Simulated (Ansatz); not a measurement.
# Structures of NaSnS3: which is lowest?

Plane-wave DFT in Ansatz with scalar-relativistic PAW potentials, cutoff 420 eV, Γ-centred meshes chosen by cell and gap, Gaussian smearing with energies taken to zero width. Every cell was relaxed (cell and atoms) in a run of its own, within the symmetry of its start. Functional: PBE.

Relaxed structures (starts from databases or built by putting these elements on another compound's sites):
A. R-3c, 10 atoms in the computed cell, a = 7.224 Å, c = 15.305 Å; sites (symmetry × multiplicity) Na 32 × 6, Sn -3. × 6, S .2 × 18; start: built
B. P6_3/mmc, 10 atoms in the computed cell, a = 6.621 Å, c = 6.690 Å; sites (symmetry × multiplicity) Na -6m2 × 2, Sn -3m. × 2, S mm2 × 6; start: built

Question: Rank them by energy. Could pressure change the order?

Answer:
| structure | group | E − E(lowest) (meV/atom) | V (Å³/atom) | gap on mesh (eV) |
| --- | --- | --- | --- | --- |
| B | P6_3/mmc | 0.0 | 25.39 | 0.00 |
| A | R-3c | 15.7 | 23.06 | 0.00 |

B is lowest, 16 meV/atom under A. A is denser by 2.34 Å³/atom, so pressure favours it: ΔE/ΔV, with ΔE in eV and 1 eV/Å³ = 160.2 GPa, gives about 1.1 GPa for equal enthalpy if both cells were rigid, a rough figure since the two compress differently. Other structures may lie lower than all of these, and vibrations aren't counted.